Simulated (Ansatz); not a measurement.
Input:

C:
Space group Fd-3m, origin choice 1 (No. 227); a = b = c = 7.4898 Å, α = β = γ = 90.00°

```csv
atom,site,symmetry,x,y,z
C,32e,.3m,0.0705,0.0705,0.0705
```
(The calculation used a cell of 8 atoms; values per cell refer to that cell.)

This is the PBEsol-relaxed structure.

### Question
All from PBEsol in the plane-wave PAW code Ansatz, unless another level is named. Give the HSE06 gap on the PBEsol cell.

### Answer
3.20 eV.

### Question
And the hole effective mass, band 2 of 2 at the edge?

### Answer
0.17 along [100], 0.20 along [110], 0.25 along [111] (mₑ).

### Question
Predict the electron effective mass, band 2 of 3 at the edge.

### Answer
0.98 along [100], 0.59 along [110], 0.23 along [111] (mₑ).

### Question
Predict the valence-band maximum.

### Answer
at Γ.

The start of the workflow was typed in or built on a structure type. Its sites differ from those of the usual phase in this space group: another stacking or structure type. The cell was relaxed with PBEsol under the symmetry of its start; whether a distortion lowers the energy is not shown.

Potentials: the later of the program's two PAW sets.
